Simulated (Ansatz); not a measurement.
Values for one crystal, relaxed and computed with r²SCAN (plane waves, PAW; program Ansatz); other levels are named.

| Property | Value |
|---|---|
| Volume per atom | 7.75 Å³ |
| Electronic character | no gap, with almost no states at the Fermi level (zero-gap or semimetallic) |
| Bulk modulus (Birch–Murnaghan fit) | 142 GPa |
| Density of states at the Fermi level | 0.01 states/eV per atom (mean over ±0.08 eV) |
| Pressure derivative B′ | 5.0 |
| HSE06 gap on the r²SCAN cell | 0.25 eV (a hybrid on a coarse mesh can open a false gap in a semimetal) |

Question: Pick the material that matches.
A. Ge, β-Sn type
B. P, simple cubic
C. Te, Pm-3m (Te on 1b)
D. C, Imma (C on 8g, C on 8h)

Answer: D, C, Imma (C on 8g, C on 8h)

The start of the workflow was typed in or built on a structure type; neither database checked (COD, Materials Project) lists it. It is not the phase usual at ambient conditions (space group No. 194, 227). The cell was relaxed with r²SCAN under the symmetry of its start; its stability against distortions is not shown here.

Potentials: the later of the program's two PAW sets.
